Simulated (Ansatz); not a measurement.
**HfNiO4, before and after**

Recipe of this trial structure of HfNiO4: random cell by space group and Wyckoff sites (P6/mmm, No. 191). Its size is a rough estimate.

start.xyz

```xyz
6
Lattice="4.0720 0.0000 0.0000 -2.0360 3.5265 0.0000 0.0000 0.0000 4.4292" Properties=species:S:1:pos:R:3 pbc="T T T"
Hf    0.0000    0.0000    2.2146
Ni    0.0000    0.0000    0.0000
O     0.0000    2.3510    0.7845
O     2.0360    1.1755    0.7845
O     2.0360    1.1755    3.6447
O     0.0000    2.3510    3.6447
```

All numbers below come from Ansatz, DFT PBE, scalar-relativistic, plane waves, PAW. Cutoff 420 eV, Gaussian smearing, Γ-centred meshes. Cell and atoms relax first on a coarse mesh and then on a finer one. In between, the cell is made exact in the group found at 0.06 Å. In metals the finer mesh still leaves noise of several meV/atom or more. The steps can't lower the symmetry of their start. Collinear spin, starting moments Ni 2.0 μB.

end.xyz

```xyz
6
Lattice="3.5530 0.0000 0.0000 -1.7765 3.0770 0.0000 0.0000 0.0000 5.4018" Properties=species:S:1:pos:R:3 pbc="T T T"
Hf    0.0000    0.0000    2.7009
Ni    0.0000    0.0000    0.0000
O     0.0000    2.0513    1.4284
O     1.7765    1.0257    1.4284
O     1.7765    1.0257    3.9733
O     0.0000    2.0513    3.9733
```

The symmetry stays P6/mmm (No. 191). The volume per atom shrinks by 7.1 %, from 10.6 to 9.8 Å³. The shortest distance goes from 1.57 Å (O–O) to 2.05 Å (O–O). The ratio c/a of the conventional cell changes by a factor of 1.40. The energy falls by about 0.93 eV/atom (the start's value is from the coarse mesh).

- Volume per atom: 9.84 Å³
- Density: 8.47 g/cm³
- Energy over the elements: −0.43 eV/atom
- Gap on the 12×12×8 mesh of the 6-atom cell: 0 eV (a metal)
- Net moment per atom: 0.32 μB
- Moment by site: Ni 1.2; O 0.2 (×4) μB

The zero of energy is the elements' standard structures at the same level (O₂ as a molecule); no fitted shifts are applied.

The last run used collinear spin and Gaussian smearing of 0.10 eV. These runs have no spin–orbit coupling, which can matter for Hf. In such compounds of Ni a zero gap at this level may well be an artefact, since no Hubbard U is applied. The magnetic state reached may not be the lowest. Symmetry constrained the relaxation, so the result can be a saddle point. In all, the 3 runs took 5.5 min on 1 thread of Intel(R) Xeon(R) 6975P-C (Granite Rapids) (shared host). Another cell of HfNiO4 relaxed alike but without spin, in P-3m1, lies 1.40 eV/atom lower, so this cell isn't the stable form at this level. Site moments count only spheres around the atoms; the net moment includes the space between them.
